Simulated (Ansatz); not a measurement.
Given:

AlN:
```xyz
4
Lattice="3.1065 0.0000 0.0000 -1.5533 2.6903 0.0000 0.0000 0.0000 4.9782" Properties=species:S:1:pos:R:3 pbc="T T T"
Al     1.5533     0.8968     2.4851
Al     0.0000     1.7936     4.9742
N      1.5533     0.8968     4.3848
N      0.0000     1.7936     1.8957
```

This is the r²SCAN-relaxed structure. Tensor components refer to the Cartesian frame of this cell.

All from r²SCAN (plane waves, PAW; program Ansatz), unless another level is named. Predict the vibrational entropy at 300 K.

9.9 J/(K·mol of atoms).

Predict the Hill bulk and shear moduli.

210 and 133 GPa.

What about the piezoelectric stress constants (proper, relaxed ions, C/m²)?

e15 = e24 = -0.31, e31 = e32 = -0.59, e33 = 1.50.

Space group P6_3mc (wurtzite). The cell was relaxed with r²SCAN under the symmetry of its start; phonons on a q-mesh show no instability.

Potentials: the earlier of the program's two PAW sets.
